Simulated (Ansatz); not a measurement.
# GaSb3 (Fm-3m), stationary points along a deformation path

The calculation used Ansatz 0.2.0, DFT PBEsol+D3(BJ), scalar-relativistic, plane waves, PAW. Cutoff 420 eV, Γ-centred 14×14×14 k-points, Gaussian smearing of 0.15 eV. No spin polarisation. Energies are free energies at this smearing, counted from the undisturbed cell; pressure is positive in compression.

The starting cell (relaxed at this level; with this scan's settings it stands at 0.4 GPa; it needn't be the usual structure):

```
Ga Sb
1.0
     0.00000    3.58550    3.58550
     3.58550    0.00000    3.58550
     3.58550    3.58550    0.00000
Ga Sb
1 3
Cartesian
  0.0000 0.0000 0.0000
  1.7928 1.7928 1.7928
  5.3783 5.3783 5.3783
  3.5855 3.5855 3.5855
```

At fixed volume and fractional coordinates, lengths along (0.000, 0.000, 1.000) are scaled against those across it; ρ is that ratio over its starting value. V = 23.047 Å³/atom. Δσ is the stress along the axis less the mean stress across it (compression positive).

| ρ | ΔE (meV/atom) | Δσ (GPa) | space group |
| --- | --- | --- | --- |
| 0.707 | 112.1 | 12.88 | I4/mmm |
| 0.780 | 33.0 | 4.80 | I4/mmm |
| 0.850 | 11.1 | 1.24 | I4/mmm |
| 1.000 | 0.0 | 0.00 | Fm-3m |
| 1.200 | 32.0 | -1.42 | I4/mmm |
| 1.300 | 39.7 | -0.91 | I4/mmm |
| 1.414 | 45.7 | -0.01 | I4/mmm |

How does the stress give the slope of the energy, and where is the energy stationary?

Along the path d ln(length) is 2/3 d ln ρ on the axis and −1/3 d ln ρ across it, so dE/d ln ρ = −(2/3) V Δσ: the energy falls with ρ where Δσ is positive. Δσ vanishes or changes sign at ρ = 1.000 (Fm-3m), a minimum at 0.0 meV/atom; at ρ = 1.414 (I4/mmm, an end of the scan), at 45.7 meV/atom. Pairs of stationary points between two samples would go unseen, and could change a minimum read from distant neighbours into a maximum. At ρ = 1.000 the cell is cubic, where symmetry alone makes the stress isotropic and the slope zero.

In a metal these slopes depend on the k mesh and the smearing.

Cost: 7 runs of about 3.9 core-minutes in all, on Arm Neoverse V2 (shared hosts).